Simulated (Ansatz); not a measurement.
MoPt:
Space group Pm-3m (No. 221); a = 3.1403 Å, b = 3.1403 Å, c = 3.1403 Å, α = 90.00°, β = 90.00°, γ = 90.00°

```csv
atom,site,symmetry,x,y,z
Pt,1a,m-3m,0.0000,0.0000,0.0000
Mo,1b,m-3m,0.5000,0.5000,0.5000
```

Relaxed with PBEsol.

**Question.** Decompose the optical modes at the zone centre into irreducible representations, and say which are infrared and Raman allowed.

**Answer.** Point group m-3m: Γ_opt = T1u. Infrared: T1u. Raman: none.

**Question.** Assign frequencies (DFPT, DFT-PBEsol in the program Ansatz with PAW potentials).

**Answer.** T1u 25 cm⁻¹.

The start of the workflow was typed in or built on a structure type; neither database checked (COD, Materials Project) lists it. Whether it is the stable phase at ambient conditions was not checked. Symmetry was held in the PBEsol relaxation. At this level the phase is mechanically unstable. No spin polarisation was allowed. Its formation energy is positive at this level, so the cell may be metastable or incomplete. As this level gives no gap, phonon frequencies hold no LO–TO term and depend on the k-mesh and smearing (Fermi–Dirac, 0.1 eV here). Spin–orbit coupling is left out wherever it is not named.

Potentials: the later of the program's two PAW sets.
